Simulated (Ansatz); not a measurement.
A geometry of Ir away from equilibrium: step 4 of the relaxation of a randomly generated symmetric cell of Ir (space group No. 191). These are PBEsol (plane waves to 420 eV, PAW, scalar-relativistic; Ansatz, a quantum-chemistry and plane-wave program) values and carry that method's errors. Γ-centred k-mesh 14×14×6 on the run's cell (coarser than for final values), Fermi–Dirac smearing 0.05 eV. The plane waves were selected for a different cell earlier on the path.

```
CELL_PARAMETERS angstrom
      2.62275     0.00000     0.00000
     -1.31138     2.27137     0.00000
      0.00000     0.00000     5.10337
ATOMIC_POSITIONS crystal
  Ir 0.00000 0.00000 0.73988
  Ir 0.00000 0.00000 0.26012
```

**Question.** Give the Cartesian forces on all atoms (eV/Å).

**Answer.** 
```json
[
 {"atom": "Ir1", "Fx": "0.00", "Fy": "0.00", "Fz": "0.61"},
 {"atom": "Ir2", "Fx": "0.00", "Fy": "0.00", "Fz": "-0.61"}
]
```

The path ends in P6/mmm (No. 191) (AFLOW prototype A_hP1_191_a (A_f, as in Sn)). No spin polarisation in the result.

The run could not lower the symmetry of its start; a shaken copy of this end point relaxes with PBEsol to P6₃/mmc (No. 194), 0.56 eV/atom lower.

The end of the path is a generated cell of Ir: the first start was made by a random draw of sites in a space group, and the end was not matched to a known phase here, so it may be hypothetical. Known forms of Ir include space group No. 225.
